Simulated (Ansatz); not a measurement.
Sb (A7 (α-As type), R-3m) under volume change, PBEsol in the plane-wave PAW code Ansatz, shape and atoms relaxed at each volume.

```json
[
 {"V (Å³/atom)": "27.145", "E − E(relaxed) (meV/atom)": "39.8", "P (GPa)": "5.22"},
 {"V (Å³/atom)": "28.040", "E − E(relaxed) (meV/atom)": "16.7", "P (GPa)": "3.17"},
 {"V (Å³/atom)": "28.935", "E − E(relaxed) (meV/atom)": "3.9", "P (GPa)": "1.45"},
 {"V (Å³/atom)": "29.830", "E − E(relaxed) (meV/atom)": "0.0", "P (GPa)": "0.00"},
 {"V (Å³/atom)": "30.725", "E − E(relaxed) (meV/atom)": "3.4", "P (GPa)": "-1.18"},
 {"V (Å³/atom)": "31.620", "E − E(relaxed) (meV/atom)": "12.5", "P (GPa)": "-2.08"},
 {"V (Å³/atom)": "32.514", "E − E(relaxed) (meV/atom)": "26.2", "P (GPa)": "-2.77"}
]
```

Task: What does a third-order Birch–Murnaghan fit give for V₀, B₀ and B′?

Result: V₀ = 29.84 Å³/atom, B₀ = 42.1 GPa, B′ = 5.9.

The PBEsol relaxation kept the symmetry of its start; of distortions, only those at the zone centre were tested. Spin–orbit coupling is left out wherever it is not named.

Potentials: the earlier of the program's two PAW sets.
